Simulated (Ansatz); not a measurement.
Trial structure of CaHfS₂, not yet relaxed:

```cif
data_structure
_symmetry_space_group_name_H-M 'P 1'
_symmetry_Int_Tables_number 1
_cell_length_a 3.4596
_cell_length_b 3.4596
_cell_length_c 6.4102
_cell_angle_alpha 90.000
_cell_angle_beta 90.000
_cell_angle_gamma 120.000
_cell_volume 66.45
loop_
_atom_site_label
_atom_site_type_symbol
_atom_site_fract_x
_atom_site_fract_y
_atom_site_fract_z
_atom_site_occupancy
Ca1 Ca 0.33333 0.66667 0.50000 1
Hf1 Hf 0.66667 0.33333 0.00000 1
S1 S 0.00000 0.00000 0.25071 1
S2 S 0.00000 0.00000 0.74929 1
```

These are results of DFT PBE, scalar-relativistic, plane waves, PAW in Ansatz 0.2.0, not measurements. Settings: cutoff 420 eV, Γ-centred mesh 6×6×4 on the computed 4-atom cell, Gaussian smearing of 0.10 eV; no spin polarisation.

The zero of energy is the elements' standard structures at the same level; no fitted shifts are applied.

Task: How far from equilibrium is it?

Result: The pressure is 19.9 GPa (the mean over three directions, positive in compression), the largest force is 1.68 eV/Å, and the energy is −1.45 eV/atom against the elements. The shortest distance is 2.56 Å.

Task: Is it a good guess?

Result: A rough one: relaxing gains about 0.20 eV/atom (the start's value is from the coarse mesh, so the gain is rough) in 9 ionic steps and ends at −1.65 eV/atom on the finer mesh. The symmetry stays P-6m2 (No. 187). The volume per atom grows by 17.3 %, from 16.6 to 19.5 Å³. The shortest distance goes from 2.56 Å (Ca–S) to 2.62 Å (Hf–S). Conventional cell: a = 3.647 Å, c = 6.765 Å. Around Ca lie 6 S at 2.78 Å; Hf is surrounded by 6 S at 2.62 Å; S has 3 Hf at 2.62 Å, 3 Ca at 2.78 Å and 1 S at 3.13 Å.

The last run used a 15×15×8 mesh (in the run's order of axes) for its 4-atom cell and Gaussian smearing of 0.10 eV. Spin–orbit coupling, which can matter for Hf, is left out. The reference form of S is held partly by dispersion forces, which this level lacks. The relaxation can't lower the symmetry of the start, and the grade says only how near the guess is to its own end. A structure relaxed within its symmetry needn't be a true minimum.
